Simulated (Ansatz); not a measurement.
SiO2:
```
SiO2
1.0
    3.77204     0.00000     0.00000
    0.00000     3.77204     0.00000
    0.00000     0.00000     3.77204
Si O
2 4
Cartesian
  1.88602   1.88602   1.88602
  0.00000   0.00000   0.00000
  0.94301   0.94301   0.94301
  0.94301   2.82903   2.82903
  2.82903   2.82903   0.94301
  2.82903   0.94301   2.82903
```

Relaxed with HSE06. Special points in fractions of this cell's reciprocal vectors: Γ (0.000, 0.000, 0.000); X (0.000, 0.500, 0.000); M (0.500, 0.500, 0.000); R (0.500, 0.500, 0.500).

Q: List the band energies nearest the valence-band maximum at these points for DFT-HSE06 in the program Ansatz with PAW potentials.

A: In eV from the valence-band maximum; about four levels below and three above (degenerate sets whole), none deeper than 8.9 eV; points with the same levels are listed once.

```
k                                below                    above
-  -----------------------------------  -----------------------
Γ  -1.16 -1.16 -1.16 -0.60 -0.60 -0.60      6.89 7.35 7.35 7.35
X              -1.50 -1.50 -1.13 -1.13    9.59 9.59 10.41 10.41
M              -1.16 -1.16 -0.44 -0.44  11.89 11.89 12.29 12.29
R           -0.76 -0.76 0.00 0.00 0.00   9.02 11.93 11.93 11.93
```

Space group Pn-3m. The first step of the workflow began from a Materials Project structure, measured or hypothetical; the Crystallography Open Database copy checked does not list it. It is not the phase usual at ambient conditions (space group No. 92, 152, 154). The cell was relaxed with HSE06 under the symmetry of its start; whether a distortion lowers the energy is not shown. The hybrid was solved on a coarse mesh, the path and, where they were found, the r²SCAN edge points; its band edges are the extreme levels among these.

Potentials: the earlier of the program's two PAW sets.
